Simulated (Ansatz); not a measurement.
SnTe2:
```xyz
3
Lattice="2.0500 1.1835 6.0925 -2.0500 1.1835 6.0925 0.0000 -2.3671 6.0925" Properties=species:S:1:pos:R:3 pbc="T T T"
Sn     0.0000     0.0000     0.0000
Te     0.0000     0.0000     4.2882
Te     0.0000     0.0000    13.9892
```

This is the LDA-relaxed structure.

Task: All from LDA (plane waves, PAW; program Ansatz), unless another level is named. Give the electronic character.

Result: metallic (no gap).

Task: What about the formation energy from the elements (no fitted shifts)?

Result: -0.098 eV/atom.

Task: What about the density of states at the Fermi level?

Result: 0.78 states/eV per atom (mean over ±0.08 eV).

Space group R-3m. The cell is a constructed one: a structure type filled with these elements; neither database checked (COD, Materials Project) lists it. Whether it is the stable phase at ambient conditions was not checked. The LDA relaxation kept the symmetry of its start; its stability against distortions is not shown here. A crystal of weakly bound layers computed without a dispersion correction: the cell and the soft elastic constants depend strongly on that. The references are the lowest solids computed at this level, not always the standard phases. Scalar-relativistic: spin–orbit coupling is off unless named, which matters more the heavier the elements.

Potentials: the earlier of the program's two PAW sets. The files were generated under PBE; for other functionals the program regenerates the frozen cores, and for LDA and PBEsol the local potential too.
